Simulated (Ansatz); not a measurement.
One stationary structure of CeO2. Space group Fm-3m (No. 225), fluorite type. These are PBE (plane waves to 420 eV, PAW, scalar-relativistic; Ansatz, a program for electronic structure) values and carry that method's errors.

Space group Fm-3m (No. 225); a = b = c = 5.4646 Å, α = β = γ = 90.00°

```tsv
atom	site	symmetry	x	y	z
Ce	4b	m-3m	0.5000	0.5000	0.5000
O	8c	-43m	0.2500	0.2500	0.2500
```
(The calculation used a cell of 3 atoms; values per cell refer to that cell.)

Task: What is the computed band gap (PBE)?

Result: 1.87 eV, indirect (valence top at 31 % of the way from K to Γ, conduction bottom at L) (no spin-orbit coupling).

Task: What is the computed smallest direct gap (PBE)?

Result: 1.95 eV at 25 % of the way from K to Γ.

No spin polarisation in the result. No Hubbard U is applied. The f-shell occupation is the one the SCF fell into and was not checked against other states.

Measured for CeO2: a 5.391 Å (0 K or low temperature; as listed in Stimac, Jared C., Goldman, Nir, arXiv (2024)); gap 3 eV (as listed in Fabien Tran et al., Journal of Applied Physics (2019)). Computed minus measured — a: PBE +1.4 %; gap: PBE -1.13 eV. The computed values are for a static lattice, and a measured gap can be an optical one, lowered by exciton binding.

It was reached from a disturbed copy of a R3m (No. 160) cell, against which it lies -0.789 eV/atom.
